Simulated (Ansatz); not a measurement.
Deforming AlRu

```
Al Ru
1.0
     2.99160    0.00000    0.00000
     0.00000    2.99160    0.00000
     0.00000    0.00000    2.99160
Al Ru
1 1
Direct
  0.00000 0.00000 0.00000
  0.50000 0.50000 0.50000
```

Atom numbers follow the list: Al1, Ru2.

The geometry is COD entry 1527371, unchecked; take it as a test cell.

Spin polarisation is left out, and whether a magnetic state lies lower isn't shown here.

Level of theory: Ansatz 0.2.0, DFT, PBEsol, all-electron LAPW, scalar-relativistic.

Sampling and basis: a Γ-centred 12×12×12 k mesh, Fermi–Dirac smearing of 0.05 eV, basis error target 1 meV/atom, no spin polarisation.

The unchanged cell is at -3.42 GPa.

In a metal, stresses and small energies carry noise from the k mesh.

x, y and z are the Cartesian axes of the cell as listed; fractional coordinates follow a strain, and an engineering shear is twice the off-diagonal strain component.

With equal xy, yz and zx engineering shear strains of -2 %: energy change +7 meV/atom; stress change (xx, yy, zz, yz, xz, xy) 0.25, 0.25, 0.25, 2.78, 2.78, 2.78 GPa, compression positive.

(1) With this change (equal xy, yz and zx engineering shear strains of -1 %), what becomes of the energy and stress?

(2) With this change (equal xy, yz and zx engineering shear strains of +1 %), what becomes of the energy and stress?

(3) With this change (equal xy, yz and zx engineering shear strains of +2 %), what becomes of the energy and stress?

Answers

(1) Energy change +2 meV/atom; stress change (xx, yy, zz, yz, xz, xy) 0.06, 0.06, 0.06, 1.34, 1.34, 1.34 GPa, compression positive.

(2) Energy change +2 meV/atom; stress change (xx, yy, zz, yz, xz, xy) 0.06, 0.06, 0.06, -1.25, -1.25, -1.25 GPa, compression positive.

(3) Energy change +6 meV/atom; stress change (xx, yy, zz, yz, xz, xy) 0.24, 0.24, 0.24, -2.42, -2.42, -2.42 GPa, compression positive.
